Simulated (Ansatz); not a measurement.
NaCl:
```cif
data_ClNa
_chemical_formula_sum 'Na1 Cl1'
_space_group_name_H-M_alt 'P 1'
_space_group_IT_number 1
_cell_length_a 3.96122
_cell_length_b 3.96122
_cell_length_c 3.96122
_cell_angle_alpha 60.000
_cell_angle_beta 60.000
_cell_angle_gamma 60.000
loop_
_space_group_symop_operation_xyz
  'x, y, z'
loop_
_atom_site_label
_atom_site_type_symbol
_atom_site_fract_x
_atom_site_fract_y
_atom_site_fract_z
_atom_site_occupancy
Na1 Na 0.00000 0.00000 0.00000 1
Cl1 Cl 0.50000 0.50000 0.50000 1
```

Relaxed with PBEsol.

### Question
Decompose the optical modes at the zone centre into irreducible representations, and say which are infrared and Raman allowed.

### Answer
Point group m-3m: Γ_opt = T1u. Infrared: T1u. Raman: none.

### Question
Assign frequencies (DFPT, plane-wave PAW PBEsol (Ansatz code); without the LO–TO term).

### Answer
T1u 166 cm⁻¹.

Space group Fm-3m (rock salt). Symmetry was held in the PBEsol relaxation; phonons on a q-mesh show no instability.

Potentials: the later of the program's two PAW sets.
